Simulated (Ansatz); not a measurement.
TaC:
```
CELL_PARAMETERS angstrom
      3.13062     0.00000     0.00000
     -1.56531     2.71120     0.00000
      0.00000     0.00000     5.56195
ATOMIC_POSITIONS crystal
  Ta 0.00000 0.00000 0.00000
  Ta 0.00000 0.00000 0.50000
  C  0.33333 0.66667 0.25000
  C  0.66667 0.33333 0.75000
```

This is the PBE-relaxed structure.

### Question
All from the program Ansatz at the PBE level (PAW), unless another level is named. Predict the electronic character.

### Answer
metallic (no gap).

### Question
Predict the formation energy from the elements (no fitted shifts).

### Answer
-0.24 eV/atom.

### Question
Predict the density of states at the Fermi level.

### Answer
0.41 states/eV per atom (mean over ±0.08 eV).

Space group P6_3/mmc (NiAs type). The cell is a constructed one: a structure type filled with these elements; neither database checked (COD, Materials Project) lists it. It is not the phase usual at ambient conditions (space group No. 225). The PBE relaxation kept the symmetry of its start; its stability against distortions is not shown here. The run is not spin-polarised. The references are the lowest solids computed at this level, not always the standard phases. Scalar-relativistic: spin–orbit coupling is off unless named, which matters more the heavier the elements.

Potentials: the later of the program's two PAW sets.
